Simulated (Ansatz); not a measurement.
# BiTe: moving Bi off its site

BiTe, R-3m, a = 4.845 Å, c = 9.952 Å (as given, not relaxed at this level: 0.0 GPa). The structure is a Materials Project entry; whether it is the stable form wasn't checked. Ansatz: PBE, PAW, 420 eV, Γ-centred 12×12×12 mesh on 2 atoms, Gaussian smearing 0.15 eV; no spin polarisation.

```xyz
2
Lattice="2.4227 1.3988 3.3173 -2.4227 1.3988 3.3173 0.0000 -2.7975 3.3173" Properties=species:S:1:pos:R:3 pbc="T T T"
Bi    0.0000    0.0000    4.9759
Te    0.0000    0.0000    0.0000
```

Atom 1 (Bi) moves by x along the unit vector (-0.558, -0.322, -0.764), with its periodic images; all else is held. y is the free energy of the cell over the start, F the force along the path summed over the moved atoms. Symmetry makes y even in x.

```
  x (Å) y (meV) F (eV/Å)
-0.5000        ?         ?
-0.2500     52.0      0.43
 0.0000      0.0      0.00
 0.1250     12.6     -0.20
 0.3125     82.8     -0.55
 0.3750    120.9     -0.67
 0.4375    166.5     -0.80
```

Q: Fit y = c2 x² + c4 x⁴ to the energies of the other rows, give the force constant, and predict energy and force of the missing row.

A: Least squares on the rows shown. y = 821.09 x² + 259.35 x⁴. The force constant is 2 c2 = 1.64 eV/Å² (for all images moving together, not for a lone atom). The force −dy/dx at the missing row is 0.95 eV/Å (computed 0.98). At x = -0.5000 the fit asked for gives 221.5 meV. The run gave 221.7 meV, so the fit is 0.2 meV too low, within the rms miss on the fitted rows (0.3 meV).

Spin–orbit coupling is left out, which can shift energies with elements as heavy as these.